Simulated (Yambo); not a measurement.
Yambo run on SiC (zinc blende, space group F-43m, No. 216). The wavefunctions are PBE (Quantum ESPRESSO, PseudoDojo norm-conserving, 82 Ry, no spin-orbit coupling) ones on a 6×6×6 mesh (4 occupied bands); a = b = c = 3.079 Å, α = β = γ = 60.00°.

Yambo input:

```
rim_cut
gw0
dyson
el_el_corr
HF_and_locXC
cohsex
em1s
RandQpts= 1000000
RandGvec= 1 Ry
EXXRLvcs= 82 Ry
VXCRLvcs= 328 Ry
Chimod= "HARTREE"
% BndsRnXs
 1 | 76 |
%
NGsBlkXs= 14 Ry
% LongDrXs
 1.0 | 1.0 | 1.0 |
%
ExtendOut
% QPkrange
 1 | 1 | 4 | 4 |
 13 | 13 | 4 | 5 |
%
```

k points by index: 1 = Γ, 13 = X.

The o-*.qp file then holds:

```
#    K-point    Band    Eo [eV]    E [eV]    E-Eo [eV]    Vxc [eV]    Vnlxc [eV]    Sc|Eo [eV]    Re(Z)    Im(Z)
#
    1    4    0.000000    -3.669871    -3.669871    -14.93885    -17.55511    -1.053611    1.000000    0.000000
    13    4    -3.196175    -7.032697    -3.836522    -13.57686    -17.43488    0.021497    1.000000    0.000000
    13    5    1.360271    -0.358146    -1.718417    -10.51519    -6.462074    -5.771531    1.000000    0.000000
```
(The two width columns are left out.) Convergence of these settings isn't established.

Geometry of the Materials Project entry, not relaxed at this level.
